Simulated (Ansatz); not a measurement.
KMgF₃:
```cif
data_F3KMg
_chemical_formula_sum 'K1 Mg1 F3'
_space_group_name_H-M_alt 'P 1'
_space_group_IT_number 1
_cell_length_a 3.90848
_cell_length_b 3.90848
_cell_length_c 3.90848
_cell_angle_alpha 90.000
_cell_angle_beta 90.000
_cell_angle_gamma 90.000
loop_
_space_group_symop_operation_xyz
  'x, y, z'
loop_
_atom_site_label
_atom_site_type_symbol
_atom_site_fract_x
_atom_site_fract_y
_atom_site_fract_z
_atom_site_occupancy
K1 K 0.50000 0.50000 0.50000 1
Mg1 Mg 0.00000 0.00000 0.00000 1
F1 F 0.50000 0.00000 0.00000 1
F2 F 0.00000 0.50000 0.00000 1
F3 F 0.00000 0.00000 0.50000 1
```

Relaxed with LDA.

**Question.** Give the optical modes at the zone centre with their infrared and Raman activity from DFPT, LDA in the plane-wave PAW code Ansatz.

**Answer.** Transverse frequencies, without the LO–TO term; a row sums one degenerate level.

| ω (cm⁻¹) | degeneracy | IR ((D/Å)²/amu) | Raman (Å⁴/amu) | activity | symmetry |
|---|---|---|---|---|---|
| 156 | 3 | 5.41 | 0 | IR | T1u |
| 186 | 3 | 0.00 | 0 | silent | T2u |
| 286 | 3 | 8.63 | 0 | IR | T1u |
| 513 | 3 | 12.18 | 0 | IR | T1u |

**Question.** How high does the top mode go among those that the LO–TO term moves?

**Answer.** 595 cm⁻¹ for q along x.

Space group Pm-3m (cubic perovskite). The cell was relaxed with LDA under the symmetry of its start; phonons on a q-mesh show no instability.

Potentials: the later of the program's two PAW sets.
